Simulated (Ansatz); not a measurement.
# ZnPtC6N6: ¹⁴N nuclear quadrupole resonance

Cell: a COD entry whose atoms were relaxed with PBE, the cell held.

Space group Fm-3m (No. 225); a = 10.5186 Å.

| site | Wyckoff | site symmetry | x | y | z |
| --- | --- | --- | --- | --- | --- |
| Zn | 4b | m-3m | 0.5000 | 0.5000 | 0.5000 |
| Pt | 4a | m-3m | 0.0000 | 0.0000 | 0.0000 |
| C | 24e | 4m.m | 0.5000 | 0.5000 | 0.1903 |
| N | 24e | 4m.m | 0.5000 | 0.5000 | 0.3001 |

One atom of each set is listed; the run and its k-mesh use a cell of 14 atoms with edges of 7.44, 7.44, 7.44 Å.

Method: Kohn–Sham DFT in Ansatz, PBEsol, plane waves and PAW, scalar-relativistic, 420 eV cutoff, Γ-centred 6×6×6 k-points, Fermi–Dirac smearing 0.05 eV.

¹⁴N: I = 1, Q = 20.44 mb (year-2017 value). Static lattice, zero field.

Question: Predict the zero-field ¹⁴N lines of each site.

Answer: For I = 1 the lines are ν± = (3/4)|C_Q|(1 ± η/3) and ν₀ = |C_Q|η/2.

| site | atoms | V_zz (10²¹ V/m²) | C_Q (MHz) | η | line frequencies (MHz) |
| --- | --- | --- | --- | --- | --- |
| N | 6 | -5.77 | -2.85 | 0.00 | 2.14 |

An axis of threefold or higher order runs through N, so V_zz lies along it and η is zero.

The database entry as given showed forces above 3 eV/Å or a pressure above 30 GPa, though relaxing it moves no atom far.

The run took 55 s of wall time (55 s of CPU time) and 0.68 GiB at its peak, on 1 thread of Arm Neoverse N1 (aarch64; 36 cores open to the job, memory cap 3.0 GiB, no GPU), a shared host with a load of 1.0 a core.
